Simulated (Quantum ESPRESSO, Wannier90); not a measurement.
## Tight-binding from DFT: VBiO$_{4}$ (P1)

```
begin unit_cell_cart
ang
    4.7899000000    0.0000000000    0.0000000000
    1.1549420000    4.6601360000    0.0000000000
    2.2466640000    1.7611850000    4.5111910000
end unit_cell_cart
begin atoms_frac
V    0.3533800000 -0.3541100000 -0.4997500000
Bi  -0.0499500000  0.0493800000 -0.0002200000
O    0.3300000000 -0.0718000000  0.1600500000
O    0.3231800000  0.2793000000 -0.4621800000
O   -0.2784100000 -0.3232600000  0.4622200000
O    0.0718100000 -0.3295200000 -0.1601300000
end atoms_frac
```

Structure: Materials Project mp-1101208, symmetrised, not relaxed again. Not found in the COD (Crystallography Open Database) copy used, which has the formula in other groups; not checked further. The atoms lie within 0.1 Å of the higher space group C2. Method: PBEsol plane waves in Quantum ESPRESSO 7.5 (PseudoDojo norm-conserving files, 68 Ry, spinors with spin-orbit coupling), Bloch states on a 4×4×4 mesh through Γ, Wannier90 4.0.1. Density: 8×8×8 mesh, cold smearing 0.01 Ry.

A tight-binding model is made by disentanglement and projection with no localisation steps (num_iter = 0), so the 42 orbitals stay atom-like: hydrogen-like V: d; Bi: s;p; O: p, axes along x, y, z; frozen window up to 3.89 eV relative to the valence-band maximum. It follows pw.x to 0.8 meV rms for states up to 3.4 eV relative to the valence-band maximum. Matrix elements depend on this choice of orbitals and windows.

The 20 largest hoppings ⟨m,0|H|n,R⟩ between different sites (one of each Hermitian pair; signs follow the real orbitals' lobes; the list may end inside a set of equal values):

```json
[
 {"m": "V1 dx2-y2↑", "n": "O5 px↑", "R": "1 0 -1", "distance of the centres (Å)": "1.81", "t (eV)": "2.330", "Im t (eV)": "0.001"},
 {"m": "V1 dx2-y2↓", "n": "O5 px↓", "R": "1 0 -1", "distance of the centres (Å)": "1.81", "t (eV)": "2.330", "Im t (eV)": "-0.001"},
 {"m": "O6 py↑", "n": "Bi2 s↑", "R": "0 0 0", "distance of the centres (Å)": "2.16", "t (eV)": "-2.119", "Im t (eV)": "0.003"},
 {"m": "O6 py↓", "n": "Bi2 s↓", "R": "0 0 0", "distance of the centres (Å)": "2.16", "t (eV)": "-2.119", "Im t (eV)": "-0.003"},
 {"m": "O3 px↑", "n": "Bi2 s↑", "R": "0 0 0", "distance of the centres (Å)": "2.17", "t (eV)": "2.091", "Im t (eV)": "0.002"},
 {"m": "O3 px↓", "n": "Bi2 s↓", "R": "0 0 0", "distance of the centres (Å)": "2.17", "t (eV)": "2.091", "Im t (eV)": "-0.002"},
 {"m": "O6 py↑", "n": "Bi2 py↑", "R": "0 0 0", "distance of the centres (Å)": "2.43", "t (eV)": "1.965", "Im t (eV)": "0.008"},
 {"m": "O6 py↓", "n": "Bi2 py↓", "R": "0 0 0", "distance of the centres (Å)": "2.43", "t (eV)": "1.965", "Im t (eV)": "-0.008"},
 {"m": "O3 px↑", "n": "Bi2 px↑", "R": "0 0 0", "distance of the centres (Å)": "2.43", "t (eV)": "1.925", "Im t (eV)": "0.007"},
 {"m": "O3 px↓", "n": "Bi2 px↓", "R": "0 0 0", "distance of the centres (Å)": "2.43", "t (eV)": "1.925", "Im t (eV)": "-0.007"},
 {"m": "V1 dxy↑", "n": "O5 py↑", "R": "1 0 -1", "distance of the centres (Å)": "1.69", "t (eV)": "-1.923", "Im t (eV)": "0.002"},
 {"m": "V1 dxy↓", "n": "O5 py↓", "R": "1 0 -1", "distance of the centres (Å)": "1.69", "t (eV)": "-1.923", "Im t (eV)": "-0.002"},
 {"m": "V1 dxz↑", "n": "O5 pz↑", "R": "1 0 -1", "distance of the centres (Å)": "1.67", "t (eV)": "-1.874", "Im t (eV)": "-0.002"},
 {"m": "V1 dxz↓", "n": "O5 pz↓", "R": "1 0 -1", "distance of the centres (Å)": "1.67", "t (eV)": "-1.874", "Im t (eV)": "0.002"},
 {"m": "O4 pz↑", "n": "V1 dyz↑", "R": "0 1 0", "distance of the centres (Å)": "1.66", "t (eV)": "1.848", "Im t (eV)": "0.002"},
 {"m": "O4 pz↓", "n": "V1 dyz↓", "R": "0 1 0", "distance of the centres (Å)": "1.66", "t (eV)": "1.848", "Im t (eV)": "-0.002"},
 {"m": "O4 px↑", "n": "V1 dx2-y2↑", "R": "0 1 0", "distance of the centres (Å)": "1.72", "t (eV)": "1.722", "Im t (eV)": "0.005"},
 {"m": "O4 px↓", "n": "V1 dx2-y2↓", "R": "0 1 0", "distance of the centres (Å)": "1.72", "t (eV)": "1.722", "Im t (eV)": "-0.005"},
 {"m": "O6 py↑", "n": "V1 dz2↑", "R": "0 0 0", "distance of the centres (Å)": "1.74", "t (eV)": "1.698", "Im t (eV)": "0.002"},
 {"m": "O6 py↓", "n": "V1 dz2↓", "R": "0 0 0", "distance of the centres (Å)": "1.74", "t (eV)": "1.698", "Im t (eV)": "-0.002"}
]
```
